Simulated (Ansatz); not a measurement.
A strain series on diamond Ge with HSE06 in Ansatz; the unstrained cell is the r2SCAN minimum. Calculated for a static, non-magnetic cell.

Input of the unstrained run:
```yaml
crystal:
  lattice:
    - [0.0, 2.8368735121, 2.8368735121]
    - [2.8368735121, 0.0, 2.8368735121]
    - [2.8368735121, 2.8368735121, 0.0]
  atoms:
    - { symbol: Ge, position: [0.0, 0.0, 0.0] }
    - { symbol: Ge, position: [0.25, 0.25, 0.25] }
kpoints:
  mp_grid: { grid: [6, 6, 6] }
  band_path:
    path:
      - [0.0, 0.0, 0.0]
      - [0.5, 0.0, 0.5]
      - [0.625, 0.25, 0.625]
      - [0.375, 0.375, 0.75]
      - [0.5, 0.5, 0.5]
      - [0.5, 0.25, 0.75]
    npoints: 1
hamiltonian:
  xc: hse06
scf:
  occupations: { method: fermi_dirac, width: 0.02 }
  n_extra_bands: 4
output:
  forces: true
  stress: true
  eigenvalues: true
  write_density: true
  write_potential: true
  elf: true
  volumetric_format: npy
```

Its main results, and the levels near the gap at the points of the path (eV from the Fermi energy, bands numbered from 0, names kept under strain):
```
Crystal: 2 atoms, lattice volume = 45.661 Å³
Basis set: ecut = 420 eV, 893 PW (Γ)
Symmetry: 48 space group operations
Space group: Fd-3m (ITA 227)
k-points: 16 of 216
Free energy (F): -8591.675487 eV
Fermi energy:    8.531696 eV
--- Stress (GPa, compression-positive) ---
        0.367483       0.000000       0.000000
        0.000000       0.367483       0.000000
        0.000000       0.000000       0.367483
  P = ⅓ Tr σ = 0.3675 GPa (3.675 kbar)
```
```tsv
point	band_11	band_12	band_13	band_14	band_15	band_16
Γ	-0.383	-0.383	-0.383	0.396	2.822	2.822
X	-10.060	-3.710	-3.710	0.889	0.889	10.329
U	-9.401	-5.056	-3.226	1.331	4.444	7.850
K	-9.401	-5.056	-3.226	1.331	4.444	7.850
L	-8.644	-1.893	-1.893	0.393	4.057	4.057
W	-9.949	-4.583	-4.583	4.788	4.788	5.012
```

Isotropic -4.0 % on every length. The input changes in these blocks:
```yaml
crystal:
  lattice:
    - [0.0, 2.7233985716, 2.7233985716]
    - [2.7233985716, 0.0, 2.7233985716]
    - [2.7233985716, 2.7233985716, 0.0]
  atoms:
    - { symbol: Ge, position: [0.0, 0.0, 0.0] }
    - { symbol: Ge, position: [0.25, 0.25, 0.25] }
kpoints:
  mp_grid: { grid: [6, 6, 6] }
  band_path:
    path:
      - [0.0, 0.0, 0.0]
      - [0.5, 0.0, 0.5]
      - [0.625, 0.25, 0.625]
      - [0.375, 0.375, 0.75]
      - [0.5, 0.5, 0.5]
      - [0.5, 0.25, 0.75]
      - [0.0, 0.40625, 0.40625]
    npoints: 1
scf:
  occupations: { method: fixed }
  n_extra_bands: 4
output:
  forces: true
  stress: true
  eigenvalues: true
```

```
Crystal: 2 atoms, lattice volume = 40.398 Å³
Basis set: ecut = 420 eV, 749 PW (Γ)
Symmetry: 48 space group operations
Space group: Fd-3m (ITA 227)
k-points: 16 of 216
Free energy (F): -8591.485058 eV
Fermi energy:    9.858277 eV
--- Stress (GPa, compression-positive) ---
       12.503876       0.000000       0.000000
        0.000000      12.503876       0.000000
        0.000000       0.000000      12.503876
  P = ⅓ Tr σ = 12.5039 GPa (125.039 kbar)
```
```tsv
point	band_11	band_12	band_13	band_14	band_15	band_16
Γ	0.000	0.000	0.000	2.091	3.259	3.259
X	-10.216	-3.818	-3.818	1.096	1.096	11.824
U	-9.498	-5.409	-3.267	1.619	5.069	9.029
K	-9.498	-5.409	-3.267	1.619	5.069	9.029
L	-8.952	-1.726	-1.726	1.244	4.493	4.493
W	-10.056	-4.870	-4.870	5.484	5.484	5.706
(0,0.406,0.406)	-8.385	-3.631	-3.631	0.889	1.743	10.544
```

HSE06: the gap goes from 0.776 to 0.889 eV (+0.113 eV); the edges go from Γ → L to Γ → Γ–X (0.81).

Isotropic -3.0 % on every length. The input changes in these blocks:
```yaml
crystal:
  lattice:
    - [0.0, 2.7517673067, 2.7517673067]
    - [2.7517673067, 0.0, 2.7517673067]
    - [2.7517673067, 2.7517673067, 0.0]
  atoms:
    - { symbol: Ge, position: [0.0, 0.0, 0.0] }
    - { symbol: Ge, position: [0.25, 0.25, 0.25] }
kpoints:
  mp_grid: { grid: [6, 6, 6] }
  band_path:
    path:
      - [0.0, 0.0, 0.0]
      - [0.5, 0.0, 0.5]
      - [0.625, 0.25, 0.625]
      - [0.375, 0.375, 0.75]
      - [0.5, 0.5, 0.5]
      - [0.5, 0.25, 0.75]
      - [0.0, 0.40625, 0.40625]
    npoints: 1
scf:
  occupations: { method: fixed }
  n_extra_bands: 4
```

```
Crystal: 2 atoms, lattice volume = 41.674 Å³
Basis set: ecut = 420 eV, 869 PW (Γ)
Symmetry: 48 space group operations
Space group: Fd-3m (ITA 227)
k-points: 16 of 216
Free energy (F): -8591.569615 eV
Fermi energy:    9.401906 eV
--- Stress (GPa, compression-positive) ---
        8.808508       0.000000       0.000000
        0.000000       8.808508       0.000000
        0.000000       0.000000       8.808508
  P = ⅓ Tr σ = 8.8085 GPa (88.085 kbar)
```
```tsv
point	band_11	band_12	band_13	band_14	band_15	band_16
Γ	0.000	0.000	0.000	1.752	3.249	3.249
X	-10.069	-3.686	-3.686	1.147	1.147	11.537
U	-9.366	-5.212	-3.153	1.650	5.013	8.867
K	-9.366	-5.212	-3.153	1.650	5.013	8.867
L	-8.760	-1.668	-1.668	1.122	4.485	4.485
W	-9.923	-4.690	-4.690	5.464	5.464	5.573
(0,0.406,0.406)	-8.291	-3.505	-3.505	0.940	1.784	10.316
```

HSE06: the gap goes from 0.776 to 0.940 eV (+0.164 eV); the edges go from Γ → L to Γ → Γ–X (0.81).

Another run changes these blocks:
```yaml
crystal:
  lattice:
    - [0.0, 2.7801360418, 2.7801360418]
    - [2.7801360418, 0.0, 2.7801360418]
    - [2.7801360418, 2.7801360418, 0.0]
  atoms:
    - { symbol: Ge, position: [0.0, 0.0, 0.0] }
    - { symbol: Ge, position: [0.25, 0.25, 0.25] }
kpoints:
  mp_grid: { grid: [6, 6, 6] }
  band_path:
    path:
      - [0.0, 0.0, 0.0]
      - [0.5, 0.0, 0.5]
      - [0.625, 0.25, 0.625]
      - [0.375, 0.375, 0.75]
      - [0.5, 0.5, 0.5]
      - [0.5, 0.25, 0.75]
      - [0.0, 0.0, 0.5]
    npoints: 1
scf:
  occupations: { method: fixed }
  n_extra_bands: 4
output:
  forces: true
  stress: true
  eigenvalues: true
```

```
Crystal: 2 atoms, lattice volume = 42.976 Å³
Basis set: ecut = 420 eV, 869 PW (Γ)
Symmetry: 48 space group operations
Space group: Fd-3m (ITA 227)
k-points: 16 of 216
Free energy (F): -8591.627846 eV
Fermi energy:    8.965599 eV
--- Stress (GPa, compression-positive) ---
        5.590830       0.000000       0.000000
        0.000000       5.590830       0.000000
        0.000000       0.000000       5.590830
  P = ⅓ Tr σ = 5.5908 GPa (55.908 kbar)
```
```tsv
point	band_11	band_12	band_13	band_14	band_15	band_16
Γ	0.000	0.000	0.000	1.420	3.236	3.236
X	-9.930	-3.561	-3.561	1.194	1.194	11.256
U	-9.242	-5.024	-3.045	1.677	4.954	8.654
K	-9.242	-5.024	-3.045	1.677	4.954	8.654
L	-8.582	-1.613	-1.613	1.003	4.474	4.474
W	-9.797	-4.519	-4.519	5.439	5.439	5.443
(0,0,1/2)	-8.582	-1.613	-1.613	1.003	4.474	4.474
```

Q: Which strain is this, and what did it do?

A: Isotropic -2.0 % on every length, atoms relaxed again. HSE06: the gap goes from 0.776 to 1.003 eV (+0.227 eV).

Isotropic -1.0 % on every length. The input changes in these blocks:
```yaml
crystal:
  lattice:
    - [0.0, 2.808504777, 2.808504777]
    - [2.808504777, 0.0, 2.808504777]
    - [2.808504777, 2.808504777, 0.0]
  atoms:
    - { symbol: Ge, position: [0.0, 0.0, 0.0] }
    - { symbol: Ge, position: [0.25, 0.25, 0.25] }
scf:
  occupations: { method: fixed }
  n_extra_bands: 4
```

```
Crystal: 2 atoms, lattice volume = 44.305 Å³
Basis set: ecut = 420 eV, 893 PW (Γ)
Symmetry: 48 space group operations
Space group: Fd-3m (ITA 227)
k-points: 16 of 216
Free energy (F): -8591.662327 eV
Fermi energy:    8.548096 eV
--- Stress (GPa, compression-positive) ---
        2.791998       0.000000       0.000000
        0.000000       2.791998       0.000000
        0.000000       0.000000       2.791998
  P = ⅓ Tr σ = 2.7920 GPa (27.920 kbar)
```
```tsv
point	band_11	band_12	band_13	band_14	band_15	band_16
Γ	0.000	0.000	0.000	1.095	3.222	3.222
X	-9.800	-3.441	-3.441	1.235	1.235	10.981
U	-9.126	-4.844	-2.941	1.698	4.892	8.440
K	-9.126	-4.844	-2.941	1.698	4.892	8.440
L	-8.415	-1.560	-1.560	0.887	4.459	4.459
W	-9.678	-4.356	-4.356	5.305	5.305	5.420
```

HSE06: the gap goes from 0.776 to 0.887 eV (+0.111 eV).

Spin-orbit coupling is left out.

The program warns that its thresholds are loose for a hybrid's stress.

The meshes of the hybrids are coarse, so their gaps aren't converged to the digits shown.
